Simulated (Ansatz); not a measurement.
An input for the plane-wave PAW code Ansatz:

```yaml
crystal:
  lattice:
    - [0.0, 3.3876640074, 3.3876640074]
    - [3.3876640074, 0.0, 3.3876640074]
    - [3.3876640074, 3.3876640074, 0.0]
  atoms:
    - { symbol: "Y", position: [0.0, 0.0, 0.0] }
    - { symbol: Sb, position: [0.25, 0.25, 0.25] }
basis:
  ecutwfc: 420
  ecutrho_ratio: 4
kpoints:
  mp_grid: { grid: [10, 10, 10] }
hamiltonian:
  xc: pbesol
scf:
  occupations: { method: gaussian, width: 0.05 }
output:
  forces: true
  stress: true
  eigenvalues: true
```

Launched as:
```sh
ansatz run input.yaml --threads 4 --pin off --max-ram 8192MiB --backend cpu --events-out ev --progress --plain --runs-dir out
```

The start was a prototype's sites filled with these elements. The Crystallography Open Database lists the compound in space group Fm-3m (rock salt), so this is a trial structure.

What will the run give?

Pressure 1.6 GPa, gap on the mesh 1.32 eV (PBEsol, scalar-relativistic).

About how long does the run take on 4 threads of AMD EPYC 9R45 96-Core Processor (Zen 5), on a shared host, and how much memory does it need?

About 0.58 s, with a peak of 0.5 GiB.

The output:

```
Pseudopotentials: kind: paw
Pseudopotential: Y, paw, valence charge 11, recommended cutoff 420 eV (normal), Y.paw.azcp
Pseudopotential: Sb, paw, valence charge 15, recommended cutoff 420 eV (normal), Sb.paw.azcp
Crystal: 2 atoms, lattice volume = 77.755 Å³
Basis set: ecut = 420 eV, 1471 PW (Γ), exchange–correlation on 72×72×72 points (8 copies of the dense FFT grid, shifted against one another)
Bands: 17, of which v1, the nominal top of the filled ones, is band 13 counted from 1 (12 counted from 0)
Symmetry: 24 space group operations
Space group: F-43m (ITA 216), of the structure as read, at distance tolerance 4.3e-5 Å
k-points: 47 of 1000 (time reversal used)
Initial density: superposition of atomic densities (neutral atoms: chi_scale 0, normalization atom), corrected by the library's trained network
Initial wavefunctions: pseudopotential atomic-orbital guess
Functional: x = pbesol(κ = 0.804, μ = 0.12346), c = pbesol(β = 0.046)
```

```
SCF iter   1: F=—  HF=-10204.276743 eV  |F-HF|=—  |Δ(HF+E_count)|=         —  Δρ=3.01e-3  dr2=5.76e-3  ethr=1.77e-3  ⟨swp⟩=6.0  Hψ=4158  notcnv=0
SCF iter   2: F=—  HF=-10204.275795 eV  |F-HF|=—  |Δ(HF+E_count)|=   9.48e-4  Δρ=1.38e-3  dr2=7.83e-4  ethr=2.22e-5  ⟨swp⟩=2.5  Hψ=1656  notcnv=0
SCF iter   3: F=—  HF=-10204.276074 eV  |F-HF|=—  |Δ(HF+E_count)|=   2.79e-4  Δρ=3.89e-4  dr2=1.54e-4  ethr=3.01e-6  ⟨swp⟩=2.4  Hψ=1381  notcnv=0
SCF iter   4: F=—  HF=-10204.276053 eV  |F-HF|=—  |Δ(HF+E_count)|=   2.14e-5  Δρ=1.40e-4  dr2=1.43e-5  ethr=5.93e-7  ⟨swp⟩=3.0  Hψ=1380  notcnv=0
SCF iter   5: F=—  HF=-10204.276056 eV  |F-HF|=—  |Δ(HF+E_count)|=   3.43e-6  Δρ=2.63e-5  dr2=4.30e-7  ethr=5.49e-8  ⟨swp⟩=2.0  Hψ=973  notcnv=0
SCF iter   6: F=-10204.276056 eV  HF=-10204.276056 eV  |F-HF|=5.04e-9  |Δ(HF+E_count)|=   2.13e-7  Δρ=3.72e-6  dr2=6.76e-9  ethr=3.85e-10  ⟨swp⟩=6.6  Hψ=3565  notcnv=0
```

```
SCF 1 converged in 6 iterations: F = -10204.276056 eV  dr2 = 6.76e-9
SCF converged after 6 iterations
Free energy (F): -10204.276056 eV
E sigma→0 (E₀):  -10204.276056 eV
Fermi energy:    6.381700 eV
--- Forces (eV/Å), atoms counted from 1 ---
  atom   1  Y      0.00000000     0.00000000     0.00000000
  atom   2  Sb     0.00000000     0.00000000     0.00000000
--- Stress (GPa, compression-positive) ---
        1.598113       0.000000       0.000000
        0.000000       1.598113       0.000000
        0.000000       0.000000       1.598113
  P = ⅓ Tr σ = 1.5981 GPa (15.981 kbar)
```

Semilocal functionals underestimate band gaps, commonly by a third or more. For elements this heavy, spin–orbit coupling would shift levels and gaps; it isn't included here.
